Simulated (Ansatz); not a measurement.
Input file for Ansatz (a program for electronic structure):

Ansatz 0.2 input:
```yaml
crystal:
  lattice:
    - [0.0, 3.6063791311, 3.6063791311]
    - [3.6063791311, 0.0, 3.6063791311]
    - [3.6063791311, 3.6063791311, 0.0]
  atoms:
    - { symbol: Ca, position: [0.25, 0.25, 0.25] }
    - { symbol: Ca, position: [0.75, 0.75, 0.75] }
    - { symbol: H, position: [0.7625138407, 0.2374861593, 0.2374861593] }
    - { symbol: H, position: [0.2374861593, 0.7625138407, 0.7625138407] }
    - { symbol: H, position: [0.2374861593, 0.7625138407, 0.2374861593] }
    - { symbol: H, position: [0.7625138407, 0.2374861593, 0.7625138407] }
    - { symbol: H, position: [0.2374861593, 0.2374861593, 0.7625138407] }
    - { symbol: H, position: [0.7625138407, 0.7625138407, 0.2374861593] }
    - { symbol: Os, position: [0.0, 0.0, 0.0] }
kpoints:
  mp_grid: { grid: [4, 4, 4] }
hamiltonian:
  xc: hse06
  pseudopotentials: { kind: paw }
scf:
  n_extra_bands: 9
  occupations: { method: fixed }
output:
  eigenvalues: true
  eigenstates:
    e_range: [-9.0, 12.7]
    kpoints:
      - [0.25, -0.5, -0.25]  # VBM
      - [0.0, 0.5, 0.5]  # CBM
      - [0.0, 0.0, 0.0]  # GAMMA
      - [0.5, 0.0, 0.5]  # X
      - [0.5, 0.5, 0.5]  # L
      - [0.5, 0.25, 0.75]  # W
      - [0.375, 0.375, 0.75]  # K
      - [0.625, 0.25, 0.625]  # U
```

Output (shortened):

```
Pseudopotential: Ca, paw, valence charge 10
Pseudopotential: H, paw, valence charge 1
Pseudopotential: Os, paw, valence charge 16
Functional definition: HSE06
davidson cushion auto → on  (no smearing: the cushion is to keep the highest requested band from converging to the state above it …
Crystal: 9 atoms, lattice volume = 93.809 Å³
Basis set: ecut = 420 eV, 1837 PW (Γ)
Bands: 30, of which v1, the nominal top of the filled ones, is band 21 counted from 1 (20 counted from 0)
Symmetry: 48 space group operations
Space group: Fm-3m (ITA 225), of the structure as read, at distance tolerance 4.5e-5 Å
k-points: 8 of 64
SCF iter   1: F=—  HF=-15118.864159 eV  |F-HF|=—  |Δ(HF+E_count)|=         —  Δρ=3.73e-3  dr2=1.79e-2  ethr=1.77e-3  ⟨swp⟩=10.1  Hψ=1308  notcnv=0
preconditioner: auto → none
SCF iter   2: F=—  HF=-15118.865579 eV  |F-HF|=—  |Δ(HF+E_count)|=   1.42e-3  Δρ=3.27e-3  dr2=2.02e-2  ethr=4.27e-5  ⟨swp⟩=4.2  Hψ=733  notcnv=0
SCF iter   3: F=—  HF=-15118.862860 eV  |F-HF|=—  |Δ(HF+E_count)|=   2.72e-3  Δρ=1.47e-3  dr2=3.64e-3  ethr=4.27e-5  ⟨swp⟩=3.5  Hψ=628  notcnv=0  defer=1
iter 4 solved again at ethr=7.08e-7 eV; its pass at ethr=8.66e-6 eV (dr2=2.98e-4 eV) is discarded
SCF iter   4: F=-15118.862449 eV  HF=-15118.862551 eV  |F-HF|=1.02e-4  |Δ(HF+E_count)|=   3.08e-4  Δρ=4.60e-4  dr2=2.78e-4  ethr=7.08e-7  ⟨swp⟩=3.2  Hψ=1102  notcnv=0
SCF 1 stopped early in 4 iterations: F = -15118.862449 eV  dr2 = 2.78e-4
Crystal: 9 atoms, lattice volume = 93.809 Å³
Exchange kernel: α = 0.2500, screened, ω = 0.2079 Å⁻¹, Wigner–Seitz truncation, v(0) = 1044.5933 eV·Å³, q-mesh 4×4×4, nearest image of the exchange supercell L …
Frozen-core exchange: fock
SCF iter   1: F=—  HF=-15122.781511 eV  |F-HF|=—  |Δ(HF+E_count)|=         —  Δρ=6.81e-3  dr2=8.95e-2  ethr=6.63e-6  ⟨swp⟩=7.5  Hψ=1209  notcnv=0
preconditioner: auto → none
SCF iter   2: F=—  HF=-15122.773639 eV  |F-HF|=—  |Δ(HF+E_count)|=   7.87e-3  Δρ=6.46e-3  dr2=8.38e-2  ethr=6.63e-6  ⟨swp⟩=5.0  Hψ=953  notcnv=0
SCF iter   3: F=—  HF=-15122.757345 eV  |F-HF|=—  |Δ(HF+E_count)|=   1.63e-2  Δρ=1.96e-3  dr2=3.79e-3  ethr=6.63e-6  ⟨swp⟩=4.6  Hψ=824  notcnv=0
SCF iter   4: F=—  HF=-15122.771994 eV  |F-HF|=—  |Δ(HF+E_count)|=   1.46e-2  Δρ=1.25e-3  dr2=8.93e-4  ethr=5.24e-6  ⟨swp⟩=4.6  Hψ=819  notcnv=0
SCF iter   5: F=—  HF=-15122.771694 eV  |F-HF|=—  |Δ(HF+E_count)|=   2.99e-4  Δρ=3.76e-4  dr2=8.20e-5  ethr=2.00e-6  ⟨swp⟩=4.0  Hψ=637  notcnv=0
SCF iter   6: F=—  HF=-15122.772114 eV  |F-HF|=—  |Δ(HF+E_count)|=   4.20e-4  Δρ=2.34e-4  dr2=3.74e-5  ethr=9.40e-8  ⟨swp⟩=4.9  Hψ=830  notcnv=0
SCF iter   7: F=-15122.772103 eV  HF=-15122.772103 eV  |F-HF|=5.51e-8  |Δ(HF+E_count)|=   1.14e-5  Δρ=2.36e-5  dr2=1.36e-6  ethr=8.63e-8  ⟨swp⟩=3.0  Hψ=592  notcnv=0
SCF 2 stopped early in 7 iterations: F = -15122.772103 eV  dr2 = 1.36e-6
hybrid outer 1: dexx = +1.845e-2 eV, tail = 3.34e-5 eV
Crystal: 9 atoms, lattice volume = 93.809 Å³
Exchange kernel: α = 0.2500, screened, ω = 0.2079 Å⁻¹, Wigner–Seitz truncation, v(0) = 1044.5933 eV·Å³, q-mesh 4×4×4, nearest image of the exchange supercell L …
Frozen-core exchange: fock
SCF iter   1: F=—  HF=-15122.772072 eV  |F-HF|=—  |Δ(HF+E_count)|=         —  Δρ=7.32e-5  dr2=2.58e-6  ethr=3.98e-7  ⟨swp⟩=4.5  Hψ=674  notcnv=0
preconditioner: auto → none
iter 2 solved again at ethr=2.21e-10 eV; its pass at ethr=5.47e-9 eV (dr2=9.27e-8 eV) is discarded
SCF iter   2: F=—  HF=-15122.772071 eV  |F-HF|=—  |Δ(HF+E_count)|=   8.02e-7  Δρ=2.34e-5  dr2=1.90e-7  ethr=2.21e-10  ⟨swp⟩=2.8  Hψ=1236  notcnv=0
SCF iter   3: F=-15122.772072 eV  HF=-15122.772072 eV  |F-HF|=5.17e-8  |Δ(HF+E_count)|=   8.75e-7  Δρ=8.14e-6  dr2=7.01e-8  ethr=2.21e-10  ⟨swp⟩=5.9  Hψ=781  notcnv=0  defer=1
SCF 3 converged in 3 iterations: F = -15122.772072 eV  dr2 = 7.01e-8
hybrid outer 2: dexx = +1.395e-6 eV, tail = 1.60e-7 eV, Δε = 9.32e-4 eV (about 6.28e-5 eV left of the loop's levels)
the search or the solves at the SCF's close seem to have found levels that the self-consistency loop had missed (the run counts 5) …
NSCF: frozen V_eff on 8 k-points
hybrid SCF converged: 2 outer / 10 inner (+4 warm-up), last move |dexx| = 1.40e-6 eV, tail = 1.60e-7 eV
Stability not checked (fock_operator)
Free energy (F): -15122.772072 eV
Frozen-core exchange: fock
Harris-Foulkes:  -15122.772072 eV  (|F-HF|=5.17e-8)
Internal energy: -15122.772072 eV  (E = F + TS)
E sigma→0 (E₀):  -15122.772072 eV
Fermi energy:    6.225633 eV
--- Per-component energies (eV) ---
  E_band       = -657.968039
  E_kinetic    = 1202.838353
  E_local      = -3395.562878  (includes V_loc(G=0)·N_el)
  E_nonlocal   = 133.992347
  E_hartree    = 1263.608999
  E_xc         = -478.498361
  E_vxc        = -556.253828  (∫ρ·V_xc dr)
  E_exx        = -120.057779  (= α·E_x^exact, valence–valence)
  E_paw        = -10735.635238  (= ΣΔE_a)
  E_vpaw       = -330.089394  (= ΣTr[D̂ρ^β])
  E_aug_tail   = -0.007189  (compensation charges beyond the density's cutoff)
  E_ewald      = -2990.763891
  E_core_change = -2.686435  (= ΣΔE_core)
  E_smearing   =  0.000000  (= −TS)
  E_closure    =  0.000000  (closes the sum)
  Σ components = -15122.772072   (vs F -15122.772072, Δ=0.00e0)
  [band-id]    e_kinetic+e_local+e_nonlocal+2·e_hartree+e_vxc+2·e_exx+e_vpaw+e_augmentation_tail = -657.980150   (vs E_band -657.968039, Δ=-1.21e-2)
--- Band table (eV; the first three rows and the last of 8) ---
  k-point 0: bands = ["-80.8716", "-39.0478", "-39.0478", "-39.0478", "-35.8920", "-35.8478", "-15.5049", "-15.5049", "-15.5049", "-15.3562", "-15.3562", "-15.3562", "-1.4551", "2.1016", "2.1016", "4.0491", "4.0491", "4.0491", "6.0138", "6.0138", "6.0138", …
  k-point 1: bands = ["-80.8716", "-39.0480", "-39.0478", "-39.0478", "-35.8841", "-35.8538", "-15.4904", "-15.4850", "-15.4850", "-15.3947", "-15.3801", "-15.3801", "-0.9026", "2.0107", "2.0107", "3.1849", "4.4423", "4.4423", "5.9151", "6.0423", "6.0423", …
  k-point 2: bands = ["-80.8716", "-39.0483", "-39.0479", "-39.0479", "-35.8693", "-35.8667", "-15.4610", "-15.4477", "-15.4377", "-15.4377", "-15.4315", "-15.4315", "-0.0466", "1.9469", "1.9469", "2.0814", "4.8355", "4.8355", "5.8469", "6.0737", "6.0737", …
  k-point 7: bands = ["-80.8716", "-39.0484", "-39.0484", "-39.0477", "-35.8674", "-35.8674", "-15.5665", "-15.5514", "-15.4385", "-15.4385", "-15.3358", "-15.3312", "0.4748", "1.2711", "2.2056", "3.4229", "3.4229", "4.4636", "6.0028", "6.0028", "6.2256", …
```

Cost: roughly 110 core-seconds on shared cores.

The points marked VBM and CBM come from a semilocal run.

The workflow started from a Materials Project entry (that database holds measured and hypothetical structures alike); the Crystallography Open Database copy checked does not list it. Whether it is the stable phase at ambient conditions was not checked. Symmetry was held in the r²SCAN relaxation; its stability against distortions is not shown here. The run is not spin-polarised. Spin–orbit coupling is left out wherever it is not named.

Potentials: the later of the program's two PAW sets.

Ansatz is a plane-wave DFT program.
